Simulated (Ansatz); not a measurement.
# Structures of Be3H: which is lowest?

Plane-wave DFT in Ansatz with scalar-relativistic PAW potentials, cutoff 420 eV, Γ-centred meshes chosen by cell and gap, Gaussian smearing with energies taken to zero width. Every cell was relaxed (cell and atoms) in a run of its own, within the symmetry of its start. Functional: PBE.

Relaxed structures (starts from databases or built by putting these elements on another compound's sites):
A. Pm-3m, 4 atoms in the computed cell, a = 3.086 Å; sites (symmetry × multiplicity) Be 4/mm.m × 3, H m-3m × 1; start: built
B. Cm, 8 atoms in the computed cell, a = 4.714 Å, b = 5.837 Å, c = 4.444 Å, β = 96.6°; sites (symmetry × multiplicity) Be 1 × 4 + 1 × 4 + m × 2 + m × 2, H m × 2 + m × 2; start: built

Problem. Rank them by energy. Could pressure change the order?

Solution.
```csv
structure,group,E − E(lowest) (meV/atom),V (Å³/atom),gap on mesh (eV)
B,Cm,0.0,7.59,0.00
A,Pm-3m,445,7.35,0.00
```

B is lowest, 445 meV/atom under A. A is denser by 0.24 Å³/atom, so pressure favours it: ΔE/ΔV, with ΔE in eV and 1 eV/Å³ = 160.2 GPa, gives about 293 GPa for equal enthalpy if both cells were rigid; at such pressures compression changes ΔV much, so this is a scale only. Other structures may lie lower than all of these, and vibrations aren't counted.